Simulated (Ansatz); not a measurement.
**Mg2ZnS3 (P31m) at 2 levels of theory**

One geometry, relaxed with PBE; plane waves with PAW potentials in Ansatz, scalar-relativistic. No spin polarisation. Gaps are the least over mesh and band path; pressure is positive in compression.

```yaml
crystal:
  lattice:
    - [6.89497, 0.00000, 0.00000]
    - [-3.44748, 5.97122, 0.00000]
    - [0.00000, 0.00000, 6.44911]
  atoms:
    - { symbol: Mg, position: [0.33680, 0.33680, 0.00278] }
    - { symbol: Mg, position: [0.00000, 0.66320, 0.00278] }
    - { symbol: Mg, position: [0.66320, 0.00000, 0.00278] }
    - { symbol: Mg, position: [0.00000, 0.00000, 0.50421] }
    - { symbol: Zn, position: [0.66667, 0.33333, 0.50466] }
    - { symbol: Zn, position: [0.33333, 0.66667, 0.50466] }
    - { symbol: S, position: [0.34424, 0.34424, 0.38664] }
    - { symbol: S, position: [0.00000, 0.65576, 0.38664] }
    - { symbol: S, position: [0.65576, 0.00000, 0.38664] }
    - { symbol: S, position: [0.66667, 0.33333, 0.87105] }
    - { symbol: S, position: [0.33333, 0.66667, 0.87105] }
    - { symbol: S, position: [0.00000, 0.00000, 0.88611] }
```

| level | cutoff (eV) | k mesh | gap (eV) | pressure (GPa) |
| --- | --- | --- | --- | --- |
| PBE | 420 | 6×6×4 | 2.81 | 0.0 |

Q: What comes out on the same cell with r2SCAN?

A:
| level | cutoff (eV) | k mesh | gap (eV) | pressure (GPa) |
| --- | --- | --- | --- | --- |
| r2SCAN | 500 | 6×6×4 | 3.42 | -1.4 |

It was reached by relaxing an invented guess, and it needn't be the stable form of this composition.
